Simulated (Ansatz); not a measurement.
HfTl2PbS4 at a changed volume — electric field gradients

The cell is a refined structure from the COD, relaxed with PBE at fixed cell and then changed (volume scaled by 0.97).

```cif
data_HfTl2PbS4
_symmetry_space_group_name_H-M 'C2/c'
_symmetry_Int_Tables_number 15
_cell_length_a 15.3132
_cell_length_b 8.1424
_cell_length_c 6.6425
_cell_angle_alpha 90.000
_cell_angle_beta 109.265
_cell_angle_gamma 90.000
loop_
_atom_site_label
_atom_site_type_symbol
_atom_site_symmetry_multiplicity
_atom_site_Wyckoff_symbol
_atom_site_fract_x
_atom_site_fract_y
_atom_site_fract_z
Hf Hf 4 e 0.5000 0.6212 0.2500
Tl Tl 8 f 0.7491 0.8740 0.2309
Pb Pb 4 e 0.5000 0.1231 0.2500
S9 S 8 f 0.5964 0.6020 0.0035
S13 S 8 f 0.6070 0.8373 0.4635
```

One atom of each set is listed; the run and its k-mesh use a cell of 16 atoms with edges of 8.67, 8.67, 6.64 Å.

The numbers come from a DFT calculation in Ansatz (PBE, plane waves and PAW, scalar-relativistic, 420 eV cutoff, Γ-centred 4×4×5 k-points, Fermi–Dirac smearing 0.02 eV).

Conventions: |V_zz| ≥ |V_yy| ≥ |V_xx|, η = (V_xx − V_yy)/V_zz, C_Q = eQV_zz/h.

¹⁷⁹Hf: I = 9/2, Q = 3793 mb; 33S: I = 3/2, Q = -69.40 mb. Nuclear quadrupole moments: year-2017 set (Pyykkö).

(1) What field gradients does the calculation give at each kind of site?

## Answers

(1) 

```
site  atoms                                                    first shell  V_xx, V_yy, V_zz (10²¹ V/m²)     η  C_Q (MHz)
  Hf      2                                             6 S at 2.50–2.58 Å            -0.62, -1.31, 1.93  0.36        177
  Tl      4                        6 S at 3.00–3.30 Å; also 1 Tl at 3.68 Å             0.16, 6.97, -7.13  0.96          –
  Pb      2                                             6 S at 2.90–2.93 Å            -1.72, -3.38, 5.10  0.33          –
  S9      4       2 Hf at 2.55–2.58 Å, 1 Pb at 2.90 Å, 3 Tl at 3.07–3.24 Å            -1.24, -2.31, 3.55  0.30      -5.97
 S13      4  1 Hf at 2.50 Å; also 2 Pb at 2.91–2.93 Å, 3 Tl at 3.00–3.30 Å             0.84, 2.81, -3.65  0.54       6.13
```

At S9 V_zz points along its one bond to Pb (within 4°). At S13 V_zz points along its bond to Hf (within 3°).

Tl, Pb have no stable isotope with a ground-state quadrupole moment in the table, so no C_Q is given.

Spin–orbit coupling is left out, which shifts gradients on Pb and Tl by a few per cent in wide-gap crystals, and can shift them far more where the calculated gap is small or absent, as here. Where η is near 1 the sign of V_zz means little.

Hardware: 1 thread of Arm Neoverse V2 (aarch64; 8 cores open to the job, memory cap 3.0 GiB, no GPU), a shared host with a load of 0.5 a core. Wall time 92 s, CPU time 93 s, peak memory 1.2 GiB.
